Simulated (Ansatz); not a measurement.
MgSe:
```yaml
crystal:
  lattice:
    - [0.00000, 2.73611, 2.73611]
    - [2.73611, 0.00000, 2.73611]
    - [2.73611, 2.73611, 0.00000]
  atoms:
    - { symbol: Se, position: [0.00000, 0.00000, 0.00000] }
    - { symbol: Mg, position: [0.50000, 0.50000, 0.50000] }
```

Relaxed with r²SCAN.

### Question
Tabulate the valence density and the electron localisation function along the shortest Se–Mg contact (2.74 Å), the program Ansatz at the r²SCAN level (PAW).

### Answer


```csv
distance from Se (Å),density (e/Å³),ELF
0.27,22.96,0.21
0.41,10.67,0.42
0.55,4.35,0.64
0.68,1.86,0.76
0.82,0.98,0.81
0.96,0.67,0.82
1.09,0.48,0.83
1.23,0.35,0.82
1.37,0.25,0.77
1.50,0.19,0.58
1.64,0.15,0.18
1.78,0.15,0.04
1.92,0.21,0.06
2.05,0.69,0.23
2.19,2.88,0.42
2.33,8.73,0.42
2.46,18.17,0.32
```

The density is the valence pseudo-density with augmentation charge, so density and ELF within about 1 Å of a nucleus are not all-electron values.

Space group Fm-3m (rock salt). The cell was relaxed with r²SCAN under the symmetry of its start.

Potentials: the later of the program's two PAW sets.
